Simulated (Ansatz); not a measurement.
Relaxation of a relaxed TiAl cell displaced along its unstable phonon at q = Γ (158i cm⁻¹), largest move 0.15 Å; 4 atoms in the cell, which starts as P-3m1 (No. 164), hP4; a = 4.622 Å, b = 4.622 Å, c = 5.169 Å, α = 90.00°, β = 90.00°, γ = 120.00°. Calculation: PBE (plane waves to 420 eV, PAW, scalar-relativistic; Ansatz, a quantum-chemistry and plane-wave program). Γ-centred k-mesh 8×8×6 on the run's cell (coarser than for final values), Fermi–Dirac smearing 0.05 eV. This is the first round of the run. 

The optimiser's lines from the output (shortened; P is positive under compression):

```
relax step   1: F+E_penalty+E_count = -6071.30616851 eV  Δ(F+E_penalty+E_count) = +0.000e0 eV  max|allowed force component| = 5.665e-1 eV/Å  Δτ_max = 0.0000 Å  P = -0.530 GPa  Ω = 95.623 Å³  (9 SCF iters, dr2 threshold 1.00e-7 eV, accepted)
relax step   2: F+E_penalty+E_count = -6071.76544130 eV  Δ(F+E_penalty+E_count) = -4.593e-1 eV  max|allowed force component| = 6.427e-1 eV/Å  Δτ_max = 0.1953 Å  P = -0.617 GPa  Ω = 92.723 Å³  (8 SCF iters, dr2 threshold 4.00e-7 eV, accepted)
relax step   3: F+E_penalty+E_count = -6072.30791478 eV  Δ(F+E_penalty+E_count) = -5.425e-1 eV  max|allowed force component| = 5.652e-1 eV/Å  Δτ_max = 0.1946 Å  P = -0.857 GPa  Ω = 89.967 Å³  (7 SCF iters, dr2 threshold 4.00e-7 eV, accepted)
relax step   4: F+E_penalty+E_count = -6072.71427618 eV  Δ(F+E_penalty+E_count) = -4.064e-1 eV  max|allowed force component| = 9.139e-1 eV/Å  Δτ_max = 0.1944 Å  P = -0.380 GPa  Ω = 84.564 Å³  (7 SCF iters, dr2 threshold 4.00e-7 eV, accepted)
relax step   5: F+E_penalty+E_count = -6072.98459030 eV  Δ(F+E_penalty+E_count) = -2.703e-1 eV  max|allowed force component| = 3.236e-1 eV/Å  Δτ_max = 0.0818 Å  P = -0.323 GPa  Ω = 81.741 Å³  (6 SCF iters, dr2 threshold 4.00e-7 eV, accepted)
relax step   6: F+E_penalty+E_count = -6073.06217439 eV  Δ(F+E_penalty+E_count) = -7.758e-2 eV  max|allowed force component| = 1.335e-1 eV/Å  Δτ_max = 0.0484 Å  P = -0.773 GPa  Ω = 79.529 Å³  (7 SCF iters, dr2 threshold 4.00e-7 eV, accepted)
relax step   7: F+E_penalty+E_count = -6073.06632702 eV  Δ(F+E_penalty+E_count) = -4.153e-3 eV  max|allowed force component| = 6.464e-2 eV/Å  Δτ_max = 0.0123 Å  P = +0.293 GPa  Ω = 78.001 Å³  (6 SCF iters, dr2 threshold 4.00e-7 eV, accepted)
relax step   8: F+E_penalty+E_count = -6073.06693099 eV  Δ(F+E_penalty+E_count) = -6.040e-4 eV  max|allowed force component| = 3.128e-3 eV/Å  Δτ_max = 0.0041 Å  P = +0.020 GPa  Ω = 78.331 Å³  (6 SCF iters, dr2 threshold 2.97e-7 eV, accepted)
relax step   9: F+E_penalty+E_count = -6073.06692671 eV  Δ(F+E_penalty+E_count) = +4.271e-6 eV  max|allowed force component| = 1.954e-3 eV/Å  Δτ_max = 0.0003 Å  P = -0.015 GPa  Ω = 78.364 Å³  (6 SCF iters, dr2 threshold 1.50e-9 eV, accepted)
relax step  10: F+E_penalty+E_count = -6073.06693002 eV  Δ(F+E_penalty+E_count) = -3.303e-6 eV  max|allowed force component| = 1.410e-3 eV/Å  Δτ_max = 0.0002 Å  P = +0.004 GPa  Ω = 78.349 Å³  (6 SCF iters, dr2 threshold 1.62e-9 eV, accepted)
relax step  11: F+E_penalty+E_count = -6073.06896304 eV  Δ(F+E_penalty+E_count) = -2.033e-3 eV  max|allowed force component| = 2.763e-3 eV/Å  Δτ_max = 0.0000 Å  P = +0.075 GPa  Ω = 78.349 Å³  stress off target by 2.27e-1 GPa  SCF on the basis re-selected at this cell (its energy is not comparable with the rows above)  (7 SCF iters)
relax step  12: F+E_penalty+E_count = -6073.06918591 eV  Δ(F+E_penalty+E_count) = -2.229e-4 eV  max|allowed force component| = 1.792e-3 eV/Å  Δτ_max = 0.0012 Å  P = +0.008 GPa  Ω = 78.267 Å³  (6 SCF iters, dr2 threshold 1.29e-7 eV, accepted)
relax step  13: F+E_penalty+E_count = -6073.06918923 eV  Δ(F+E_penalty+E_count) = -3.316e-6 eV  max|allowed force component| = 3.646e-5 eV/Å  Δτ_max = 0.0001 Å  P = +0.000 GPa  Ω = 78.259 Å³  (6 SCF iters, dr2 threshold 1.55e-9 eV, accepted)
relax step  14: F+E_penalty+E_count = -6073.06917489 eV  Δ(F+E_penalty+E_count) = +1.434e-5 eV  max|allowed force component| = 5.104e-5 eV/Å  Δτ_max = 0.0000 Å  P = +0.000 GPa  Ω = 78.259 Å³  stress off target by 2.31e-3 GPa  SCF on the basis re-selected at this cell (its energy is not comparable with the rows above)  (9 SCF iters)
```

From the first to the last row the energy changes by -0.44 eV/atom and the volume by -18.2 %. The last row is marked as not comparable with the walk above it, whose basis was carried along; it does compare with step 1, since both stand on a basis selected at the nominal cutoff for their own cell.

Later rounds, restarted from the end of this one on a renewed k-mesh, logged 6 more steps and released under 0.01 eV/atom more. The final structure after all rounds: P-3m1 (No. 164), hP4; a = 3.898 Å, b = 3.898 Å, c = 5.948 Å, α = 90.00°, β = 90.00°, γ = 120.00°. Between re-selections the logged energies stand on a plane-wave basis carried along with the cell. No spin polarisation in the result. A magnetic state may lie lower.

The run could not lose the symmetry of its start: the end is stationary, and may be a saddle point rather than a minimum.

The relaxed structure here is a generated cell of TiAl: the first start was made by placing the elements on the sites of a structure type, and the end was not matched to a known phase here, so it may be hypothetical. Known forms of TiAl include space group No. 123.
